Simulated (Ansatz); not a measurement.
Ca$_{3}$SnH$_{2}$ (space group Cmcm)

```yaml
crystal:
  lattice:
    - [4.42423, -5.68098, 0.00000]
    - [4.42423, 5.68098, 0.00000]
    - [0.00000, 0.00000, 5.23539]
  atoms:
    - { symbol: Ca, position: [0.89064, 0.10936, 0.25000] }
    - { symbol: Ca, position: [0.10936, 0.89064, 0.75000] }
    - { symbol: Ca, position: [0.40810, 0.18622, 0.25000] }
    - { symbol: Ca, position: [0.59190, 0.81378, 0.75000] }
    - { symbol: Ca, position: [0.18622, 0.40810, 0.75000] }
    - { symbol: Ca, position: [0.81378, 0.59190, 0.25000] }
    - { symbol: Sn, position: [0.69317, 0.30683, 0.75000] }
    - { symbol: Sn, position: [0.30683, 0.69317, 0.25000] }
    - { symbol: H, position: [0.15161, 0.15161, 0.00000] }
    - { symbol: H, position: [0.84839, 0.84839, 0.00000] }
    - { symbol: H, position: [0.84839, 0.84839, 0.50000] }
    - { symbol: H, position: [0.15161, 0.15161, 0.50000] }
```

Equation-of-state scan: isotropic scaling of the cell above, V₀ being its volume. The atoms relax within the cell's symmetry.

These are r2SCAN (plane waves to 500 eV, PAW, scalar-relativistic; Ansatz, a program for electronic structure) values and carry that method's errors. k mesh 4×4×5 (Γ-centred), Fermi-Dirac smearing 0.05 eV. E stands for the smeared free energy. Compression counts positive. Ca3SnH2 was relaxed with its symmetry unable to fall. The zero of ΔE is the relaxed starting cell.

```csv
V (Å³/cell),P (GPa),ΔE (eV/atom)
247.38,2.75,0.0107
250.54,2.14,0.0067
253.70,1.55,___
256.86,1.00,0.0016
260.01,0.49,0.0004
263.17,0.00,0.0000
266.33,-0.46,0.0004
269.49,-0.89,0.0015
272.65,-1.29,0.0033
275.80,-1.68,0.0057
278.96,-2.03,___
```

### Question
What belongs in the gaps?

### Answer

- 253.70, ΔE (eV/atom): 0.0037
- 278.96, ΔE (eV/atom): 0.0088

(A scan under strain: stresses follow from slopes of the energy per volume, elastic moduli from its curvatures.)
